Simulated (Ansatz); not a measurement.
Relaxed-ion elastic tensor of ZrRh3 (Cu3Au type, Pm-3m) in GPa (Voigt order), DFT-PBEsol in the program Ansatz with PAW potentials; density 11.16 g/cm³, 14.88 Å³ per atom.

```
350  181  181  0.0  0.0  0.0
181  350  181  0.0  0.0  0.0
181  181  350  0.0  0.0  0.0
0.0  0.0  0.0  160  0.0  0.0
0.0  0.0  0.0  0.0  160  0.0
0.0  0.0  0.0  0.0  0.0  160
```

Task: Is the crystal mechanically stable?

Result: Yes: the smallest eigenvalue of C is 160 GPa.

Task: Work out the Voigt, Reuss and Hill averages.

Result: K_V = 238, K_R = 238, K_H = 238; G_V = 130, G_R = 118, G_H = 124 GPa.

Task: Give Young's modulus, Poisson's ratio, Pugh's ratio and the universal anisotropy index.

Result: E = 9KG/(3K + G) = 316 GPa; ν = 0.28; K/G = 1.92 (ductile by the Pugh limit of 1.75); A_U = 5G_V/G_R + K_V/K_R − 6 = 0.50.

Task: Estimate the sound speeds and the Debye temperature.

Result: v_l = √((K + 4G/3)/ρ) = 6010 m/s, v_t = √(G/ρ) = 3330 m/s, mean 3710 m/s; Θ = (h/k)(3n/4πV)^(1/3) v_m = 449 K.

Task: Give the Zener ratio and Young's modulus along [100], [110] and [111].

Result: A = 2C44/(C11 − C12) = 1.89; 1/E = S11 − 2(S11 − S12 − S44/2)Γ with Γ = 0, 1/4, 1/3 gives 227, 331, 391 GPa.

Task: Solve the Christoffel equation for the three sound speeds along [100], [110], [111].

Result: Eigenvalues of C_ijkl n_j n_l equal ρv². In km/s, slowest first: [100] 3.78, 3.78, 5.60; [110] 2.75, 3.78, 6.18; [111] 3.13, 3.13, 6.36.

The first step of the workflow began from a Materials Project structure, measured or hypothetical; the Crystallography Open Database files this formula in space group No. 221, but the cells were not matched. Its standing as an ambient phase is unchecked. Symmetry was held in the PBEsol relaxation; of distortions, only those at the zone centre were tested. No spin polarisation was allowed. As this level gives no gap, shear constants depend on the k-mesh and smearing (Fermi–Dirac, 0.1 eV here).

Potentials: the later of the program's two PAW sets.
